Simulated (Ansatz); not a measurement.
Space group Immm (No. 71). a = 3.233 Å, b = 3.778 Å, c = 11.995 Å, α = 90.00°, β = 90.00°, γ = 90.00°
```csv
atom,site,symmetry,x,y,z
Ca,4j,mm2,0.5000,0.0000,0.8510
Cu,2d,mmm,0.0000,0.5000,0.0000
O,4j,mm2,0.5000,0.0000,0.6604
O,2a,mmm,0.0000,0.0000,0.0000
```

Equation of state of this Ca2CuO3 structure (not necessarily the ground state), with shape and atoms relaxed at each volume where symmetry leaves them free. It has no gap at any of these volumes. All numbers below come from Ansatz 0.2.0, DFT PBEsol, scalar-relativistic, plane waves, PAW.

Cutoff 420 eV; k points 14×14×14 on the computed 6-atom cell (Γ-centred); Gaussian smearing, width 0.10 eV; no spin polarisation.

```csv
V (Å³/atom),E − E(largest V) (meV/atom),P (GPa)
11.478,3.33,8.27
11.844,-10.32,3.81
12.211,-14.55,-0.01
12.577,-10.72,-3.27
12.943,0.00,-6.05
```

Q: Fit a third-order Birch–Murnaghan equation to E(V).

A: V0 = 12.21 Å³/atom, B0 = 117 GPa, B0' = 4.2.

Spin polarisation was left out, and a magnetic state may lie lower.

Cost: 5 runs of about 18 core-minutes in all, on Intel Xeon 6975P-C (Granite Rapids) (shared hosts).